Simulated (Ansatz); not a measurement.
The calculation used DFT, r2SCAN, plane waves (500 eV) with PAW, scalar-relativistic (Ansatz). The PAW files were generated under PBE, with cores re-solved for the functional.

An element in the omega (AlB2-type) structure gives this curve. The cell is scaled uniformly from the relaxed one, with fractional coordinates and shape fixed. Energies are extrapolated to zero smearing, pressures are those at the given smearing. Magnetic state: spin not included.

| V (Å³/atom) | E − E₀ (meV/atom) | P (GPa) |
| --- | --- | --- |
| 50.387 | 33.3 | 1.70 |
| 52.678 | 14.4 | 1.05 |
| 54.968 | 3.7 | 0.49 |
| 57.258 | 0.0 | 0.00 |
| 59.549 | 2.6 | -0.41 |
| 61.839 | 10.7 | -0.78 |
| 64.129 | 23.6 | -1.09 |

Q: Which element is it?
A. potassium
B. sodium
C. calcium
D. strontium

A: D. Its fit is V₀ = 57.39 Å³/atom, B₀ = 10.9 GPa, B₀′ = 2.3.
